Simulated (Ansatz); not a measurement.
MgO: computed property card

MgO:
```xyz
4
Lattice="3.4943 0.0000 0.0000 -1.7472 3.0262 0.0000 0.0000 0.0000 4.1951" Properties=species:S:1:pos:R:3 pbc="T T T"
Mg     1.7472     1.0087     3.1463
Mg     0.0000     2.0175     1.0488
O      1.7472     1.0087     1.0488
O      0.0000     2.0175     3.1463
```

Space group P6_3/mmc (No. 194); conventional cell a = b = 3.494 Å, c = 4.195 Å, α = β = 90.00°, γ = 120.00°.

Method: PBEsol in the plane-wave PAW code Ansatz. Geometry: relaxed at this level of theory. Other levels are named where they apply.

**Cell and energy**

* **Volume per atom**: 11.09 Å³
* **Density**: 3.02 g/cm³
* **Formation energy from the elements (no fitted shifts)**: -2.67 eV/atom

**Electronic structure**

- Band gap = 3.28 eV (direct)
- Valence-band maximum = at Γ
- Conduction-band minimum = at Γ
- Electron effective mass = 0.33, 0.33, 0.37 mₑ (principal values)
- Hole effective mass = 0.39, 2.0, 2.0 mₑ (principal values)
- HSE06 gap on the PBEsol cell = 5.00 eV

**Mechanics**

- Bulk modulus (Birch–Murnaghan fit): 130 GPa
- Pressure derivative B′: 4.1
- Elastic constants (relaxed ions, GPa): C11 = 182, C12 = 125, C13 = 75.3, C33 = 258, C44 = 113
- Mechanical stability: stable (all eigenvalues of C positive)
- Hill bulk and shear moduli: 130 and 62.3 GPa
- Young's modulus: 161 GPa
- Poisson's ratio: 0.29
- Debye temperature from the elastic constants: 677 K

**Dielectric response**

Electronic dielectric constant ε∞ (DFPT): 3.05 (xx = yy), 3.07 (zz)
Static dielectric constant ε0 (ions relaxed, cell fixed): 6.05 (xx = yy), 9.79 (zz)
Born charges (a third of the trace): Mg +1.85, O -1.85 e

**Phonons**

- Highest zone-centre frequency (without LO–TO term): 532 cm⁻¹
- Zone-centre stability: no imaginary mode at Γ
- Dynamical stability on the path: stable (no imaginary branch)
- Zero-point energy: 73.3 meV/atom
- Vibrational entropy at 300 K: 14.4 J/(K·mol of atoms)

The workflow started from a Materials Project entry (that database holds measured and hypothetical structures alike); the Crystallography Open Database copy checked does not list it. It is not the phase usual at ambient conditions (space group No. 225). Symmetry was held in the PBEsol relaxation. The references are the lowest solids computed at this level, not always the standard phases (solids in place of the gases).

Potentials: the earlier of the program's two PAW sets. The files were generated under PBE; for other functionals the program regenerates the frozen cores, and for LDA and PBEsol the local potential too.
